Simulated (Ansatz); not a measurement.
HfRu (Pm-3m): lattice vibrations

```
CELL_PARAMETERS angstrom
3.20801 0.00000 0.00000
0.00000 3.20801 0.00000
0.00000 0.00000 3.20801
ATOMIC_POSITIONS crystal
Hf 0.00000 0.00000 0.00000
Ru 0.50000 0.50000 0.50000
```

The conventional cell has a = 3.208 Å, b = 3.208 Å, c = 3.208 Å, α = 90.00°, β = 90.00°, γ = 90.00°. Hf (atom 1) has 8 Ru at 2.78 Å as nearest neighbours. Ru (atom 2) has 8 Hf at 2.78 Å as nearest neighbours.

Level of theory, where no other is named: PBEsol, all-electron LAPW in Ansatz 0.2.0, scalar-relativistic. k mesh 10×10×10, Fermi-Dirac smearing of 0.080 eV, basis error target 1 meV/atom. The cell was relaxed by PAW under this functional.

Atoms are displaced by 0.01 Å in the smallest supercells that hold the wave vectors of a 2×2×2 mesh. Negative values stand for unstable modes.

(1) What are the phonon energies at the solved wave vectors, in meV?

(2) Is the structure dynamically stable at these wave vectors?

(3) How do the optical zone-centre modes decompose, and which are active?

(4) How well do frozen-core PAW files reproduce these all-electron values?

Results:

(1) 

| q | point | modes (meV) |
| --- | --- | --- |
| 0.000 0.000 0.000 | Gamma | 21.45 (×3) |
| 0.500 0.000 0.000 | X | 11.31 (×2), 20.46 (×2), 25.64, 25.70 |
| 0.500 0.500 0.000 | M | 12.82, 18.25 (×2), 20.04, 25.80 (×2) |
| 0.500 0.500 0.500 | R | 19.93 (×3), 25.95 (×3) |

(2) Yes, no mode is unstable there; wave vectors off this mesh aren't tested.

(3) Point group m-3m: Γ_opt = T1u.

```
label    meV  activity     mostly
  T1u  21.45        IR  Ru (64 %)
```

In a metal the activity is that of symmetry alone; free carriers screen the infrared modes.

(4) With a cutoff of 420 eV and displacements of 0.0025 Å, the r.m.s. difference over the modes is 0.0 cm⁻¹; the largest difference is 208.2 (PAW) against 208.1 cm⁻¹ (LAPW).

Limits of these numbers: responses of metals move with mesh and smearing; no spin-orbit coupling on heavy atoms; the frozen-core PAW files of the compared runs were fitted under PBE, their cores solved anew for this functional.
